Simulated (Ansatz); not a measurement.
CsSnBr$_{3}$:
```
CELL_PARAMETERS angstrom
      5.75269     0.00000     0.00000
      0.00000     5.75269     0.00000
      0.00000     0.00000     5.75269
ATOMIC_POSITIONS crystal
  Cs 0.00000 0.00000 0.00000
  Sn 0.50000 0.50000 0.50000
  Br 0.00000 0.50000 0.50000
  Br 0.50000 0.50000 0.00000
  Br 0.50000 0.00000 0.50000
```

Relaxed with PBEsol. Special points in fractions of this cell's reciprocal vectors: Γ (0.000, 0.000, 0.000); X (0.000, 0.500, 0.000); M (0.500, 0.500, 0.000); R (0.500, 0.500, 0.500).

List the band energies nearest the Fermi level at these points for DFT-PBEsol in the program Ansatz with PAW potentials.

In eV from the Fermi level; about four levels below and three above (degenerate sets whole), none deeper than 8.9 eV; points with the same levels are listed once.

| k | below | above |
|---|---|---|
| Γ | -3.23 -3.23 -3.23 -3.07 -3.07 -3.07 | 1.99 2.99 2.99 |
| X | -3.39 -3.21 -3.21 -2.04 | 1.42 3.50 4.09 |
| M | -3.52 -3.52 -3.51 -2.69 -0.93 | 0.92 0.92 3.92 |
| R | -3.50 -3.50 -2.68 -2.68 -2.68 | 0.14 0.33 0.33 0.33 |

Space group Pm-3m (cubic perovskite). Symmetry was held in the PBEsol relaxation. The Fermi level of a semimetal is unsure by some 0.05 eV on such meshes. Spin–orbit coupling is left out wherever it is not named.

Potentials: the later of the program's two PAW sets.
